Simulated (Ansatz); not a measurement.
The relaxed structure here is a generated cell of TaC: the first start was made by placing the elements on the sites of a structure type, and the end was not matched to a known phase here, so it may be hypothetical. Known forms of TaC include space group No. 225.

The end point of a relaxation of TaC. Space group Pm-3m (No. 221), CsCl type. All values below come from PBEsol (plane waves to 420 eV, PAW, scalar-relativistic; Ansatz, a program for electronic structure).

```xyz
2
Lattice="2.7687 0.0000 0.0000 0.0000 2.7687 0.0000 0.0000 0.0000 2.7687" Properties=species:S:1:pos:R:3 pbc="T T T"
Ta     0.0000     0.0000     0.0000
C      1.3843     1.3843     1.3843
```

| Item | Value |
|---|---|
| Volume per atom | 10.61 Å³ |
| Density | 15.10 g/cm³ |
| Band gap | zero (metallic) |
| Shortest distances | C–Ta 2.40 Å; Ta–Ta 2.77 Å; C–C 2.77 Å |
| k-mesh | 17×17×17 |

No spin polarisation in the result. The relaxed primitive cell holds an odd number of electrons. A magnetic state may lie lower.

The run could not lose the symmetry of its start: the end is stationary, and may be a saddle point rather than a minimum.

All atoms sit on sites fixed by symmetry, so only the cell could relax.
